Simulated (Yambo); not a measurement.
G0W0@LDA for RbCaH3 (cubic perovskite, space group Pm-3m, No. 221) in Yambo. Reference settings: 4×4×4 Γ-centred k mesh, 162 bands and a 8 Ry block in the screening, 162 bands in G with the Bruneval-Gonze terminator, plasmon pole fitted at 27.2 eV. The LDA gap M → M on this mesh is 2.92 eV; G0W0 gaps are taken between the same points.

| change from the reference | G0W0 gap M → M (eV) | shift of the valence edge (eV) |
|---|---|---|
| reference settings | 5.64 | -1.64 |
| 86 bands in W, 86 bands in G, 3 Ry block | 5.45 | -1.41 |
| wavefunctions cut at 50 Ry | 5.64 | -1.64 |
| 86 bands in W, 86 bands in G, 6 Ry block | 5.58 | -1.50 |
| 86 bands in W, 86 bands in G, no terminator | 5.64 | -1.42 |
| 86 bands in W, 86 bands in G, 3 Ry block, no terminator | [?] | -1.34 |
| 6 Ry block | [?] | -1.59 |
| 86 bands in W, 86 bands in G | 5.61 | -1.53 |

Estimate the withheld gaps from the other rows; the computed values follow.


- 86 bands in W, 86 bands in G, 3 Ry block, no terminator, G0W0 gap M → M (eV): 5.47
- 6 Ry block, G0W0 gap M → M (eV): 5.59

The reference isn't shown to be the converged limit.

Geometry of the Materials Project entry, not relaxed at this level; primitive cell a = 4.5210 Å, b = 4.5210 Å, c = 4.5210 Å, α = 90.00°, β = 90.00°, γ = 90.00°.

A shift is the quasiparticle energy of the state minus its LDA energy.
